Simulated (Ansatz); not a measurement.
Input for Ansatz (plane-wave DFT, PAW):

```yaml
crystal:
  lattice:
    - [2.8154890579, 0.0, 0.0]
    - [-0.0129553469, 2.8201795887, 0.0]
    - [-1.1378916452, -1.1854109603, 4.9240140333]
  atoms:
    - { symbol: Au, position: [0.327138, 0.334038, 0.725945] }
    - { symbol: Au, position: [0.672862, 0.665962, 0.274055] }
basis:
  ecutwfc: 500
kpoints:
  mp_grid: { grid: [16, 16, 8] }
hamiltonian:
  xc: r2scan
scf:
  occupations: { method: gaussian, width: 0.1 }
output:
  forces: true
  stress: true
  eigenvalues: true
  populations: true
  write_density: true
  write_potential: true
  elf: true
  volumetric_format: npy
```

Launched with
```bash
ansatz run input.yaml --threads 1 --pin off --max-ram 2560MiB --backend cpu --events-out ev --progress --plain --runs-dir out
```

Level of theory: Ansatz 0.2.0, DFT r2SCAN, scalar-relativistic, plane waves, PAW.

Abridged output (final results; tables in files aren't shown):

```
SCF 1 converged in 7 iterations: F = -26326.782370 eV  dr2 = 4.88e-8
SCF converged after 7 iterations
Free energy (F): -26326.782370 eV
Harris-Foulkes:  -26326.782370 eV  (|F-HF|=4.56e-9)
Internal energy: -26326.779646 eV  (E = F + TS)
E sigma→0 (E₀):  -26326.781008 eV
Entropy (-TS):   -0.002724 eV (-1.362 meV/atom)
Fermi energy:    16.858369 eV
--- Per-component energies (eV) ---
  E_band       = -570.839699
  E_kinetic    = 1209.617336
  E_local      = -3983.842238  (includes V_loc(G=0)·N_el)
  E_nonlocal   = 151.620134
  E_hartree    = 1686.499879
  E_xc         = -435.111326
  E_vxc        = -612.081448  (∫ρ·V_xc dr)
  E_paw        = -19462.571548  (= ΣΔE_a)
  E_vpaw       = -751.090757  (= ΣTr[D̂ρ^β])
  E_aug_tail   = 0.001475  (compensation charges beyond the density's cutoff)
  E_vtau       = 41.936655  (kinetic-family band-sum trace: ∫τ·v_τ [+ j·A + Jᵃ·Aᵃ] dr)
  E_ewald      = -5492.640711
  E_core_change = -0.352647  (= ΣΔE_core)
  E_smearing   = -0.002724  (= −TS)
--- Forces (eV/Å), atoms counted from 1 ---
  atom   1  Au    -0.03417643    -0.03011751    -0.03341455
  atom   2  Au     0.03417643     0.03011751     0.03341455
--- Stress (GPa, compression-positive) ---
       -4.657536       0.202230       0.513118
        0.202230      -4.943231       0.348677
        0.513118       0.348677      -2.784211
  P = ⅓ Tr σ = -4.1283 GPa (-41.283 kbar)
--- Band table (eV; the first three rows and the last of 1028) ---
  k-point 0: bands = ["-90.3351", "-90.3248", "-41.3088", "-41.1262", "-41.1237", "-41.1119", "-41.1101", "-41.1010", "8.1526", "10.5550", "10.8089", "11.3376", "11.9061", "13.6867", "13.7092", "14.2483", "14.3212", "14.5476", "14.9353", "16.9942", "19.5846", "31.3844", "31.5157"]
  k-point 1: bands = ["-90.3347", "-90.3252", "-41.3013", "-41.1280", "-41.1258", "-41.1151", "-41.1083", "-41.1033", "8.2700", "10.4995", "10.7804", "11.3732", "11.9581", "13.5324", "13.5614", "14.4229", "14.4576", "14.5591", "14.9289", "16.0695", "20.7478", "30.9708", "31.0575"]
  k-point 2: bands = ["-90.3336", "-90.3263", "-41.2799", "-41.1367", "-41.1314", "-41.1273", "-41.1050", "-41.1019", "8.6014", "10.3701", "10.7238", "11.4474", "12.0308", "13.2955", "13.3337", "14.5595", "14.6028", "14.6976", "14.8444", "14.9308", "22.7958", "30.3429", "30.4256"]
  k-point 1027: bands = ["-90.3195", "-90.3149", "-41.2924", "-41.2821", "-41.2585", "-41.2534", "-41.2115", "-41.1217", "10.7036", "11.0078", "11.1704", "11.7817", "12.7653", "12.8392", "14.2273", "14.9844", "15.8143", "15.8524", "20.0714", "22.3202", "22.5732", "23.7179", "24.2702"]
--- Löwdin populations: 2 sites ---
  site symbol q [e]
     0     Au     18.8801
     1     Au     18.8801
  spilling = 0.006309 (of n_electrons = 38.000000)
```

The calculation finished and met its thresholds.

It took 52 s on 1 thread of Intel(R) Xeon(R) 6975P-C (Granite Rapids) (shared host), peak memory 1.1 GiB.

Spin–orbit coupling is left out, which can shift energies with elements as heavy as these.